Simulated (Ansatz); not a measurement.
VMo2S4: input and output of an SCF run

VMo2S4 is taken as an experimental structure (space group C2/m), 7 atoms in the cell. Sizeable forces remain on the atoms, so the positions aren't those of the computed minimum. Source: COD entry 1530968, which need not be the ambient phase.

All numbers below come from DFT, r2SCAN, PAW, plane waves, scalar-relativistic (Ansatz).

The input:

```yaml
crystal:
  lattice:
    - [6.41347436, -1.618, 0.0]
    - [6.41347436, 1.618, 0.0]
    - [-2.48430528, 0.0, 5.40544432]
  atoms:
    - { symbol: S, position: [0.6325, 0.6325, 0.9726] }
    - { symbol: S, position: [0.3675, 0.3675, 0.0274] }
    - { symbol: V, position: [0.0, 0.0, 0.0], spin: 2.0 }
    - { symbol: S, position: [0.1062, 0.1062, 0.4493] }
    - { symbol: S, position: [0.8938, 0.8938, 0.5507] }
    - { symbol: Mo, position: [0.7439, 0.7439, 0.6904], spin: 2.0 }
    - { symbol: Mo, position: [0.2561, 0.2561, 0.3096], spin: 2.0 }
magnetization:
  spin_polarized: true
hamiltonian:
  xc: r2scan
  pseudopotentials: { kind: paw }
basis:
  ecutwfc: 500
kpoints:
  mp_grid: { grid: [5, 5, 3] }
scf:
  occupations: { method: fermi_dirac, width: 0.03 }
  lower_state_search: standard
output:
  forces: true
  stress: true
```

What the program printed (shortened):

```
basis.fft_grid_basis auto: the FFT boxes are laid along the combinations [[1, -1, 0], [0, 1, 0], [0, 0, 1]] of the cell's own vectors, 3.236, 6.614 and 5.949 Å long. The dense box has 24×50×45 points. Along the cell's own vectors, as sized, it would have 50×50×45, 2.08 times as many. [...]
the run goes by scf.lower_state_search standard: where its kind and settings allow, a search for a lower-energy state can add stability tests and further SCF calculations, which can take several times, in some runs tens of times, as long as the SCF (see the manual's entry of the key); [...]
Pseudopotentials: kind: paw
Pseudopotential: S, paw, valence charge 6, recommended cutoff 500 eV (meta_gga), S.paw.azcp
Pseudopotential: V, paw, valence charge 13, recommended cutoff 500 eV (meta_gga), V.paw.azcp
Pseudopotential: Mo, paw, valence charge 14, recommended cutoff 500 eV (meta_gga), Mo.paw.azcp
Functional definition: r2SCAN
Crystal: 7 atoms, lattice volume = 112.185 Å³
Basis set: ecut = 500 eV, 2807 PW (Γ), FFT grids on a1−a2, a2, a3, exchange–correlation on 96×200×180 points (64 copies of the dense FFT grid, shifted against one another)
Bands: 43, of which v1, the nominal top of the filled ones, is band 33 counted from 1 (32 counted from 0)
Symmetry: 4 space group operations
Space group: C2/m (ITA 12), of the structure as read, at distance tolerance 4.8e-5 Å
Magnetic group: BNS 12.58 (UNI 65), of the structure as read, at distance tolerance 4.8e-5 Å
k-points: 24 of 75
Non-local potential: S, projectors of the file, l = 0: 2, l = 1: 2, l = 2: 2
Non-local potential: V, projectors of the file, l = 0: 3, l = 1: 2, l = 2: 3, l = 3: 1
Non-local potential: Mo, projectors of the file, l = 0: 3, l = 1: 2, l = 2: 2, l = 3: 1
PAW frozen core: S, regenerated for the run's functional (the file was generated under x = pbe(κ = 0.804, μ = 0.2195149727645171), c = pbe(β = 0.06672455060314922))
PAW frozen core: V, regenerated for the run's functional (the file was generated under x = pbe(κ = 0.804, μ = 0.2195149727645171), c = pbe(β = 0.06672455060314922))
PAW frozen core: Mo, regenerated for the run's functional (the file was generated under x = pbe(κ = 0.804, μ = 0.2195149727645171), c = pbe(β = 0.06672455060314922))
Initial density: superposition of atomic densities (chi_scale 0.1, normalization cell, long waves kept (reshape's long-wave potential 0.08 eV rms))
Starting moments: Σ|m| = 6 μB on 3 of 7 sites
Initial wavefunctions: pseudopotential atomic-orbital guess
Functional: x = r2scan, c = r2scan; τ floored in thin density (d = 2e-4 eV/Å³)
SCF iter   1: F=-16462.423749 eV  HF=-16482.479105 eV  |F-HF|=2.01e1  |Δ(HF+E_count)|=         —  Δρ=7.29e-2 (↑7.29e-2 ↓3.64e-2)  dr2=2.94e1  dr2_τ=2.93e-1  dr2_m=6.48e-1  M=3.962 μB ∫|m|=4.470 μB  β_m=0.88  ethr=3.10e-3  ⟨swp⟩=7.1  Hψ=8712  notcnv=0
Mixer restart at iter 1: flushing history
preconditioner: auto → Kerker (q_TF=auto, 2.491 Å⁻¹)  [metal: Δε(μ)=0.011 eV  Ē_g=8.904 eV  σ=0.030 eV  W_gap=0.09  n_scr=34 (ndim 8)  ℏωp=22.4 eV  f_vac=0.000  D(μ)=3.14/eV (n_scr^D=22)]
spin=Collinear: Kerker preconditioning applied to the charge; magnetization (m = ρ↑ − ρ↓) channel mixes plain (no charge-response kernel on spin).
SCF iter   2: F=-16471.694655 eV  HF=-16482.748640 eV  |F-HF|=1.11e1  |Δ(HF+E_count)|=   2.70e-1  Δρ=4.08e-2 (↑4.08e-2 ↓3.07e-2)  dr2=1.51e1  dr2_τ=2.58e-2  dr2_m=5.55e-2  M=3.782 μB ∫|m|=4.261 μB  β_m=0.30  ethr=3.10e-3  ⟨swp⟩=3.0  Hψ=4534  notcnv=0  defer=145  κ⁻¹=1.0e0(r=1)
SCF iter   3: F=-16481.033106 eV  HF=-16480.707443 eV  |F-HF|=3.26e-1  |Δ(HF+E_count)|=    2.04e0  Δρ=2.49e-2 (↑2.49e-2 ↓2.27e-2)  dr2=1.39e0  dr2_τ=1.70e-2  dr2_m=4.17e-1  M=3.439 μB ∫|m|=3.778 μB  β_m=0.31  ethr=3.10e-3  ⟨swp⟩=3.9  Hψ=4687  notcnv=0  defer=146  κ⁻¹=2.5e-2(r=2)
SCF iter   4: F=-16481.692695 eV  HF=-16481.270018 eV  |F-HF|=4.23e-1  |Δ(HF+E_count)|=   5.63e-1  Δρ=1.87e-2 (↑1.87e-2 ↓1.39e-2)  dr2=5.64e-1  dr2_τ=8.72e-3  dr2_m=1.88e-1  M=3.428 μB ∫|m|=3.712 μB  β_m=1.00  ethr=2.14e-3  ⟨swp⟩=2.3  Hψ=2760  notcnv=0  defer=169  κ⁻¹=1.1e-2(r=3)
SCF iter   5: F=-16482.045685 eV  HF=-16482.054549 eV  |F-HF|=8.86e-3  |Δ(HF+E_count)|=   7.85e-1  Δρ=3.43e-3 (↑3.43e-3 ↓3.39e-3)  dr2=8.36e-2  dr2_τ=5.88e-4  dr2_m=1.72e-3  M=3.385 μB ∫|m|=3.600 μB  β_m=1.00  ethr=8.67e-4  ⟨swp⟩=2.9  Hψ=4113  notcnv=0  defer=170  κ⁻¹=6.4e-4(r=4)
SCF iter   6: F=-16482.065464 eV  HF=-16482.087725 eV  |F-HF|=2.23e-2  |Δ(HF+E_count)|=         —  Δρ=3.09e-3 (↑3.09e-3 ↓2.94e-3)  dr2=5.41e-2  dr2_τ=4.40e-4  dr2_m=2.30e-3  M=3.270 μB ∫|m|=3.460 μB  β_m=1.00  ethr=1.29e-4  ⟨swp⟩=2.1  Hψ=2622  notcnv=0  defer=165
Mixer restart at iter 6: flushing history
SCF iter   7: F=-16482.070760 eV  HF=-16482.091501 eV  |F-HF|=2.07e-2  |Δ(HF+E_count)|=   3.78e-3  Δρ=2.53e-3 (↑2.53e-3 ↓2.52e-3)  dr2=4.17e-2  dr2_τ=2.49e-4  dr2_m=1.39e-3  M=3.186 μB ∫|m|=3.366 μB  β_m=1.00  ethr=8.33e-5  ⟨swp⟩=1.4  Hψ=2101  notcnv=0  defer=165  κ⁻¹=1.0e0(r=1)
SCF iter   8: F=-16482.086515 eV  HF=-16482.106273 eV  |F-HF|=1.98e-2  |Δ(HF+E_count)|=   1.48e-2  Δρ=2.81e-3 (↑2.39e-3 ↓2.81e-3)  dr2=1.26e-2  dr2_τ=4.69e-4  dr2_m=5.32e-3  M=2.668 μB ∫|m|=2.880 μB  β_m=1.00  ethr=6.41e-5  ⟨swp⟩=3.0  Hψ=3977  notcnv=0  defer=163  κ⁻¹=1.8e-2(r=2)
SCF iter   9: F=-16482.094697 eV  HF=-16482.114461 eV  |F-HF|=1.98e-2  |Δ(HF+E_count)|=   8.19e-3  Δρ=2.99e-3 (↑2.49e-3 ↓2.99e-3)  dr2=8.31e-3  dr2_τ=5.80e-4  dr2_m=6.36e-3  M=2.481 μB ∫|m|=2.784 μB  β_m=1.00  ethr=1.93e-5  ⟨swp⟩=2.2  Hψ=3976  notcnv=0  defer=157  κ⁻¹=1.0e-2(r=3)
SCF iter  10: F=-16482.100116 eV  HF=-16482.116019 eV  |F-HF|=1.59e-2  |Δ(HF+E_count)|=   1.56e-3  Δρ=1.49e-3 (↑1.49e-3 ↓1.06e-3)  dr2=5.30e-3  dr2_τ=4.47e-5  dr2_m=5.36e-4  M=2.211 μB ∫|m|=2.809 μB  β_m=1.00  ethr=1.28e-5  ⟨swp⟩=2.8  Hψ=4151  notcnv=0  defer=158  κ⁻¹=4.1e-3(r=4)
[... 4 iterations left out ...]
SCF iter  15: F=-16482.105092 eV  HF=-16482.105129 eV  |F-HF|=3.66e-5  |Δ(HF+E_count)|=   1.75e-4  Δρ=1.88e-4 (↑1.88e-4 ↓1.63e-4)  dr2=8.60e-5  dr2_τ=1.83e-6  dr2_m=1.76e-5  M=2.309 μB ∫|m|=2.787 μB  β_m=1.00  ethr=5.58e-7  ⟨swp⟩=2.0  Hψ=3633  notcnv=0  defer=158  κ⁻¹=1.4e-4(r=8)
SCF iter  16: F=-16482.105116 eV  HF=-16482.105121 eV  |F-HF|=4.51e-6  |Δ(HF+E_count)|=   8.13e-6  Δρ=9.48e-5 (↑9.48e-5 ↓8.25e-5)  dr2=2.53e-5  dr2_τ=5.56e-7  dr2_m=2.45e-6  M=2.311 μB ∫|m|=2.788 μB  β_m=1.00  ethr=1.32e-7  ⟨swp⟩=2.0  Hψ=3488  notcnv=0  defer=158  κ⁻¹=2.4e-4(r=8)
SCF iter  17: F=-16482.105126 eV  HF=-16482.105123 eV  |F-HF|=3.02e-6  |Δ(HF+E_count)|=   1.79e-6  Δρ=4.85e-5 (↑4.85e-5 ↓4.49e-5)  dr2=5.75e-6  dr2_τ=1.22e-7  dr2_m=9.57e-7  M=2.318 μB ∫|m|=2.786 μB  β_m=1.00  ethr=3.89e-8  ⟨swp⟩=2.0  Hψ=3636  notcnv=0  defer=158  κ⁻¹=9.0e-5(r=8)
SCF iter  18: F=-16482.105128 eV  HF=-16482.105127 eV  |F-HF|=1.18e-6  |Δ(HF+E_count)|=   3.80e-6  Δρ=4.38e-5 (↑4.38e-5 ↓2.81e-5)  dr2=2.71e-6  dr2_τ=7.29e-8  dr2_m=5.78e-7  M=2.314 μB ∫|m|=2.787 μB  β_m=1.00  ethr=8.84e-9  ⟨swp⟩=2.0  Hψ=3613  notcnv=0  defer=158  κ⁻¹=4.2e-5(r=8)
SCF iter  19: F=-16482.105129 eV  HF=-16482.105130 eV  |F-HF|=1.78e-6  |Δ(HF+E_count)|=   3.86e-6  Δρ=1.56e-5 (↑1.56e-5 ↓1.45e-5)  dr2=9.52e-7  dr2_τ=9.13e-9  dr2_m=4.03e-8  M=2.316 μB ∫|m|=2.786 μB  β_m=1.00  ethr=4.17e-9  ⟨swp⟩=2.0  Hψ=3612  notcnv=0  defer=158  κ⁻¹=1.2e-5(r=8)
SCF iter  20: F=-16482.105129 eV  HF=-16482.105129 eV  |F-HF|=4.60e-8  |Δ(HF+E_count)|=   1.79e-6  Δρ=1.33e-5 (↑1.33e-5 ↓8.44e-6)  dr2=2.28e-7  dr2_τ=8.03e-9  dr2_m=6.36e-8  M=2.316 μB ∫|m|=2.785 μB  β_m=1.00  ethr=1.46e-9  ⟨swp⟩=2.0  Hψ=3638  notcnv=0  defer=158  κ⁻¹=1.1e-4(r=8)
SCF iter  21: F=-16482.105129 eV  HF=-16482.105129 eV  |F-HF|=5.34e-8  |Δ(HF+E_count)|=   3.93e-7  Δρ=5.20e-6 (↑5.20e-6 ↓3.92e-6)  dr2=5.74e-8  dr2_τ=9.87e-10  dr2_m=5.84e-9  M=2.315 μB ∫|m|=2.786 μB  β_m=1.00  ethr=3.51e-10  ⟨swp⟩=2.1  Hψ=3653  notcnv=0  defer=158  κ⁻¹=6.8e-5(r=8)
SCF iter  22: F=-16482.105129 eV  HF=-16482.105129 eV  |F-HF|=6.79e-9  |Δ(HF+E_count)|=   6.74e-8  Δρ=3.31e-6 (↑3.31e-6 ↓2.58e-6)  dr2=2.45e-8  dr2_τ=2.96e-10  dr2_m=9.99e-10  M=2.315 μB ∫|m|=2.786 μB  β_m=1.00  ethr=8.83e-11  ⟨swp⟩=2.0  Hψ=3637  notcnv=0  defer=158  κ⁻¹=2.2e-5(r=8)
SCF iter  23: F=-16482.105129 eV  HF=-16482.105129 eV  |F-HF|=6.77e-8  |Δ(HF+E_count)|=   9.77e-9  Δρ=5.80e-6 (↑5.80e-6 ↓3.20e-6)  dr2=9.47e-8  dr2_τ=1.14e-9  dr2_m=1.02e-8  M=2.315 μB ∫|m|=2.786 μB  β_m=1.00  ethr=3.77e-11  ⟨swp⟩=1.0  Hψ=5889  notcnv=0  κ⁻¹=1.0e-5(r=8)
SCF iter  24: F=-16482.105129 eV  HF=-16482.105129 eV  |F-HF|=1.83e-9  |Δ(HF+E_count)|=   4.16e-9  Δρ=7.53e-7 (↑6.58e-7 ↓7.53e-7)  dr2=1.49e-9  dr2_τ=2.30e-11  dr2_m=9.84e-11  M=2.315 μB ∫|m|=2.786 μB  ethr=3.77e-11  ⟨swp⟩=3.1  Hψ=5372  notcnv=0
SCF 1 converged in 24 iterations: F = -16482.105129 eV  dr2 = 1.49e-9
  greatest PAW one-centre occupation: 1.003 electrons in one spin orbital (limit 2), on the V atom at site 2 (counted from 0), in its partial waves of l = 1
this state was not tested for a lower state beside it, because the mixer in use, unlike msr1, does not test its closes by its own steps (another_mixer; see scf.mixing.algorithm and scf.lower_state_search)
SCF converged after 24 iterations
Magnetization: 2.3150 μB (33.6575 up, 31.3425 down)
Absolute magnetization: 2.8055 μB (∫|ρ↑−ρ↓|, with the PAW one-centre terms)
Spin contamination: 0.2796 ħ² per cell (⟨S²⟩ above its minimum at these occupations)
Per-site moments (μB) at R_I (Å): [(-0.0096, 0.9903), (-0.0096, 0.9903), (1.9072, 0.9903), (0.0013, 0.9830), (0.0013, 0.9830), (-0.0214, 0.9830), (-0.0214, 0.9830)]
Free energy (F): -16482.105129 eV
Harris-Foulkes:  -16482.105129 eV  (|F-HF|=1.83e-9)
Internal energy: -16482.095178 eV  (E = F + TS)
E sigma→0 (E₀):  -16482.100153 eV
Entropy (-TS):   -0.009951 eV (-1.422 meV/atom)
Fermi energy:    13.518611 eV
--- Per-component energies (eV) ---
  E_band       = -447.003202
  E_kinetic    = 1654.223458
  E_local      = -4247.459079  (includes V_loc(G=0)·N_el)
  E_nonlocal   = 357.164499
  E_hartree    = 1661.835212
  E_xc         = -854.067955
  E_vxc        = -1078.435964  (∫ρ·V_xc dr)
  E_paw        = -9997.783629  (= ΣΔE_a)
  E_vpaw       = -519.495821  (= ΣTr[D̂ρ^β])
  E_aug_tail   = 0.000200  (compensation charges beyond the density's cutoff)
  E_vtau       = 63.328441  (kinetic-family band-sum trace: ∫τ·v_τ [+ j·A + Jᵃ·Aᵃ] dr)
  E_ewald      = -5054.860629
  E_core_change = -1.147255  (= ΣΔE_core)
  E_smearing   = -0.009951  (= −TS)
  E_closure    = -0.000000  (closes the sum)
  Σ components = -16482.105129   (vs F -16482.105129, Δ=0.00e0)
--- Forces (eV/Å), atoms counted from 1 ---
  atom   1  S      0.76565919    -0.00000000    -0.12063312
  atom   2  S     -0.76565919     0.00000000     0.12063312
  atom   3  V      0.00000000     0.00000000     0.00000000
  atom   4  S      0.33116466     0.00000000    -0.03554818
  atom   5  S     -0.33116466     0.00000000     0.03554818
  atom   6  Mo     0.14984721    -0.00000000    -0.47056941
  atom   7  Mo    -0.14984721     0.00000000     0.47056941
  max |Σ_I F_I| component: 1.67e-16 eV/Å
--- Stress (GPa, compression-positive) ---
        1.135504       0.000000       0.888062
        0.000000       3.036193       0.000000
        0.888045       0.000000       2.513416
  P = ⅓ Tr σ = 2.2284 GPa (22.284 kbar)
```

Among 14 converged runs of this cell from various starts and settings, this end is the lowest found.

r2SCAN tends to overstate moments and magnetic energies in itinerant metals. With one magnetic atom in the cell its copies can only be parallel; orders in a larger cell may lie lower.

The run took 54 s on 2 threads of Arm Neoverse V1 (shared host), peak memory 0.79 GiB.
